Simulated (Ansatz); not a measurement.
The cell is PdOS as a Janus 2H monolayer; cell and atoms were relaxed with r2SCAN. The sheet's in-plane cell has a = 3.858 Å, b = 3.858 Å (γ = 120.0°), and its outermost atoms lie 1.61 Å apart along the normal. Pd is surrounded by 3 S at 2.33 Å and 3 O at 2.41 Å; O is surrounded by 1 S at 1.61 Å and 3 Pd at 2.41 Å; S is surrounded by 1 O at 1.61 Å and 3 Pd at 2.33 Å.

```cif
data_structure
_symmetry_space_group_name_H-M 'P 1'
_symmetry_Int_Tables_number 1
_cell_length_a 3.8582
_cell_length_b 3.8582
_cell_length_c 29.5639
_cell_angle_alpha 90.000
_cell_angle_beta 90.000
_cell_angle_gamma 120.000
_cell_volume 381.12
loop_
_atom_site_label
_atom_site_type_symbol
_atom_site_fract_x
_atom_site_fract_y
_atom_site_fract_z
_atom_site_occupancy
Pd1 Pd 0.33333 0.66667 0.30204 1
O1 O 0.66667 0.33333 0.33281 1
S1 S 0.66667 0.33333 0.27842 1
```
Periodic in the plane only; c spans the vacuum.

3 runs of Ansatz on this cell differ in the functional (and in the settings that go with it). Levels are in eV from each run's valence top; v1 is the last filled band, c1 the first empty one.

Run A, mean stress -2.3 N/m (compression positive):
```tsv
point	v2	v1	c1	c2
Γ	-1.79	0.00	0.48	0.48
M	-2.71	-1.71	0.18	1.91
K	-2.76	-2.71	0.07	2.75
```

Run B, mean stress +0.9 N/m (compression positive):
```tsv
point	v2	v1	c1	c2
Γ	-1.91	0.00	0.36	0.36
M	-2.80	-1.81	0.06	1.87
K	-2.87	-2.80	-0.04	2.67
```

Run C, mean stress 0.0 N/m (compression positive):
```tsv
point	v2	v1	c1	c2
Γ	-2.28	0.00	0.16	0.16
M	-3.18	-2.11	-0.16	1.92
K	-3.25	-3.10	-0.27	2.75
```

Q: Match the runs to LDA, PBE, r2SCAN.

A: A is LDA, B is PBE, C is r2SCAN. In order of the gap: r2SCAN none (overlap 0.30), PBE none (overlap 0.08), LDA 0.03 eV. The stress vanishes for r2SCAN, which relaxed the cell.

Values at 0 K without nuclear motion; spin polarisation is off, and the phase may be a hypothetical one.

The runs are scalar-relativistic, without spin-orbit coupling.

Where bands overlap, v1 and c1 are numbered by the electron count and aren't everywhere filled or empty.

Overlapping bands make a metal at that level, for which these meshes are coarse; small forces, stresses and energy differences are uncertain. A small overlap in a semilocal functional can be an artefact that a hybrid or GW lifts.
